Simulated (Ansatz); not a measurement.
**Relaxing a structure of TiAl3**

The start is a relaxed TiAl3 cell shaken by Gaussian noise of σ = 0.08 Å a coordinate. The cell and all atomic positions are relaxed at zero pressure with PBE (plane waves to 420 eV, PAW, scalar-relativistic; Ansatz, a first-principles code). First-step values are on the input's coarse k-mesh.

Ansatz input (later rounds restart from its end on a renewed k-mesh):
Ansatz 0.2 input:
```yaml
crystal:
  lattice:
    - [7.5383604177, 0, 0]
    - [-3.7691802089, 6.5284116246, 0]
    - [0, 0, 2.8922280098]
  atoms:
    - { symbol: Al, position: [0.3217364467, -0.0001588823, 0.0090460862] }
    - { symbol: Al, position: [0.2954954027, 0.2991911741, 0.5091668108] }
    - { symbol: Al, position: [0.0070553613, 0.3259106109, 0.0067030721] }
    - { symbol: Al, position: [0.6689677824, 0.0022369439, 0.5072272993] }
    - { symbol: Al, position: [0.6900511994, 0.6631851774, 0.0097576381] }
    - { symbol: Al, position: [0.0126011163, 0.6800446351, 0.469810144] }
    - { symbol: Ti, position: [0.3303488583, 0.6527861962, 0.2404091241] }
    - { symbol: Ti, position: [0.6595509959, 0.3214665042, 0.7525385086] }
basis: { ecutwfc: 420, ecutrho_ratio: 4, xc_grid: 2, fft_grid_basis: typed }
kpoints: { mp_grid: { grid: [5, 5, 11] } }
hamiltonian:
  xc: pbe
  dispersion: none
  pseudopotentials: { kind: paw }
scf: { occupations: { method: fermi_dirac, width: 0.05 } }
relax: { f_tol: 0.01, max_steps: 100, cell: { stress_tol: 0.02 } }
output: { forces: true, stress: true }
```

| Item | Result |
|---|---|
| Largest initial force | 1.23 eV/Å, on Ti7 (atoms numbered as listed) |
| Energy released | 0.32 eV/atom |
| Volume change | -7.1 %, from 17.79 to 16.53 Å³/atom |
| Relative to the parent | It does not go back: it reaches P2₁/m (No. 11), 0.29 eV/atom below the parent |
| Shortest distances (start → end) | The closest pairs of elements (up to four, under 3.6 Å), start → end: Al–Ti 2.54 → 2.77 Å; Al–Al 2.70 → 2.74 Å; Ti–Ti 2.89 → 2.82 Å |
| Optimiser moves | 18 |

The end point of the relaxation:

```cif
data_Al6Ti2
_chemical_formula_sum 'Al6 Ti2'
_space_group_name_H-M_alt 'P21/m'
_space_group_IT_number 11
_space_group_name_Hall '-P 2yb'
_cell_length_a 6.93853
_cell_length_b 2.96652
_cell_length_c 7.04302
_cell_angle_alpha 90.000
_cell_angle_beta 114.224
_cell_angle_gamma 90.000
loop_
_space_group_symop_operation_xyz
  'x, y, z'
  '-x, -y, -z'
  '-x, y+1/2, -z'
  'x, -y+1/2, z'
loop_
_atom_site_label
_atom_site_type_symbol
_atom_site_symmetry_multiplicity
_atom_site_Wyckoff_symbol
_atom_site_fract_x
_atom_site_fract_y
_atom_site_fract_z
_atom_site_occupancy
Al1 Al 2 e 0.05893 0.25000 0.69772 1
Al2 Al 2 e 0.19708 0.75000 0.07510 1
Al3 Al 2 e 0.31888 0.25000 0.44214 1
Ti1 Ti 2 e 0.57304 0.25000 0.18694 1
```

Final values are on a 8×16×7 k-mesh of the relaxed cell. No spin polarisation in the result.

The relaxed structure here is a generated cell of TiAl3: the first start was made by placing the elements on the sites of a structure type, and the end was not matched to a known phase here, so it may be hypothetical. Known forms of TiAl3 include space group No. 139.
